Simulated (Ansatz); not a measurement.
BaS2 in space group C2/c (No. 15; Ba on 4e, S on 8f) under volume change, DFT-r²SCAN in the program Ansatz with PAW potentials, shape and atoms relaxed at each volume.

```json
[
 {"V (Å³/atom)": "27.119", "E − E(relaxed) (meV/atom)": "33.4", "P (GPa)": "4.29"},
 {"V (Å³/atom)": "28.013", "E − E(relaxed) (meV/atom)": "14.1", "P (GPa)": "2.67"},
 {"V (Å³/atom)": "28.907", "E − E(relaxed) (meV/atom)": "(withheld)", "P (GPa)": "(withheld)"},
 {"V (Å³/atom)": "29.801", "E − E(relaxed) (meV/atom)": "0.0", "P (GPa)": "0.00"},
 {"V (Å³/atom)": "30.695", "E − E(relaxed) (meV/atom)": "3.0", "P (GPa)": "-1.04"},
 {"V (Å³/atom)": "31.589", "E − E(relaxed) (meV/atom)": "(withheld)", "P (GPa)": "(withheld)"},
 {"V (Å³/atom)": "32.483", "E − E(relaxed) (meV/atom)": "24.1", "P (GPa)": "-2.65"}
]
```

### Question
Fill in the missing entries.

### Answer

- 28.907, E − E(relaxed) (meV/atom): 3.3
- 28.907, P (GPa): 1.23
- 31.589, E − E(relaxed) (meV/atom): 11.3
- 31.589, P (GPa): -1.92

### Question
What does a third-order Birch–Murnaghan fit give for V₀, B₀ and B′?

### Answer
V₀ = 29.81 Å³/atom, B₀ = 37.2 GPa, B′ = 4.3.

The workflow started from a Materials Project entry (that database holds measured and hypothetical structures alike); the Crystallography Open Database files this formula in space group No. 15, but the cells were not matched. Whether it is the stable phase at ambient conditions was not checked. The r²SCAN relaxation kept the symmetry of its start; whether a distortion lowers the energy is not shown. Spin–orbit coupling is left out wherever it is not named.

Potentials: the later of the program's two PAW sets.
